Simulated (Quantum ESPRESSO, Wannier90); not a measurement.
## Wannierisation of CdTe (zinc blende)

```
begin unit_cell_cart
ang
    0.0000000000    3.2821150000    3.2821150000
    3.2821150000    0.0000000000    3.2821150000
    3.2821150000    3.2821150000    0.0000000000
end unit_cell_cart
begin atoms_frac
Cd   0.0000000000  0.0000000000  0.0000000000
Te  -0.2500000000 -0.2500000000 -0.2500000000
end atoms_frac
```

Cell from Materials Project (mp-406), symmetrised, no further relaxation. COD (Crystallography Open Database) has the formula in 2 space groups, this one among them (matched by group alone). Method: PBEsol plane waves in Quantum ESPRESSO 7.5 (PseudoDojo norm-conserving files, 82 Ry, no spin polarisation, no spin-orbit coupling), Bloch states on a 8×8×8 mesh through Γ, Wannier90 4.0.1. Density: 8×8×8 mesh, Gaussian smearing 0.01 Ry. Spin-orbit coupling is left out although heavy elements are present.

Bands 10,16-18 form an isolated set from -11.00 to 0.00 eV relative to the valence-band maximum (on the path) and are turned into 4 Wannier functions by minimising the spread from the start: sp3 on Te. Bands 11–15 (Cd 4d 96 %) lie between the kept ones and are excluded.

Centres (Cartesian, Å; one of the equivalent choices) and spreads:

```
n       x       y       z  spread (Å²)  nearest atom
-  ------  ------  ------  -----------  ------------
1  -1.189  -1.189  -1.189        2.942           Te2
2  -1.189  -2.093  -2.093        2.942           Te2
3  -2.093  -1.189  -2.093        2.942           Te2
4  -2.093  -2.093  -1.189        2.942           Te2
```

Ω_I = 11.33 Å², Ω_total = 11.77 Å²; the interpolated bands follow pw.x to 17 meV rms on the path. It is the lowest total spread that any start reached here.
